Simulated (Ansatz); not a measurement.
Theory: DFT PBE, scalar-relativistic, plane waves, PAW in Ansatz 0.2.0. All cells share a 420 eV cutoff and Γ-centred k meshes spaced at most about 0.3 Å⁻¹ (about 0.25 or finer for metals, 2π included). No spin polarisation in the final relaxations.

All energies are static (0 K, no zero-point motion).

Two forms of TiB4 were relaxed alike.

1.

```
Ti B
1.0
     1.55651   -4.36525    0.00000
     1.55651    4.36525    0.00000
     0.00000    0.00000    3.06343
Ti B
1 4
Direct
  0.00000 0.00000 0.00000
  0.59608 0.40392 0.50000
  0.29900 0.70100 0.00000
  0.70100 0.29900 0.00000
  0.40392 0.59608 0.50000
```

2.

```
Ti B
1.0
     3.01584    0.00000    0.00000
     0.00000    3.19973    0.00000
     0.00000    0.00000    5.10585
Ti B
1 4
Direct
  0.00000 0.50000 0.00000
  0.50000 0.00000 0.82586
  0.00000 0.00000 0.33774
  0.00000 0.00000 0.66226
  0.50000 0.00000 0.17414
```

**Question.** Which would you expect to be lower, and how large is the difference?

**Answer.** Cell 1 is lower, by 249 meV/atom. Cell 1 has space group Cmmm (No. 65), 8.3 Å³/atom and no gap on its mesh; cell 2 has space group Pmmm (No. 47), 9.9 Å³/atom and no gap. Counting B atoms around Ti (those within 1.25 times the shortest such distance or 1.15 times the sum of covalent radii, 1.27 where that leaves under three; a plus sign parts nearer from farther groups), cell 1 has Ti 12+2 and cell 2 has Ti 12. Cell 1 holds B–B bonds in all directions (shortest 1.68 Å); cell 2 holds B–B nets (shortest 1.66 Å). The denser one is the lower, and pressure would at first widen the difference. In cell 1, around Ti lie 12 B at 2.34–2.35 Å and 2 B at 2.61 Å; B on its first site is surrounded by 1 B at 1.68 Å, 2 B at 1.78 Å and 4 Ti at 2.34 Å; B on its second site has 4 B at 1.78 Å, 2 Ti at 2.35 Å and 1 Ti at 2.61 Å. In cell 2, Ti is surrounded by 12 B at 2.35–2.37 Å; B on its first site has 3 B at 1.72–1.78 Å and 4 Ti at 2.37 Å; around B on its second site lie 3 B at 1.66–1.72 Å and 2 Ti at 2.35 Å. Both come from invented guesses.

Cells relaxed within their symmetry can be saddle points. The Cmmm cell of TiB4 came from shaking the Pmmm one.
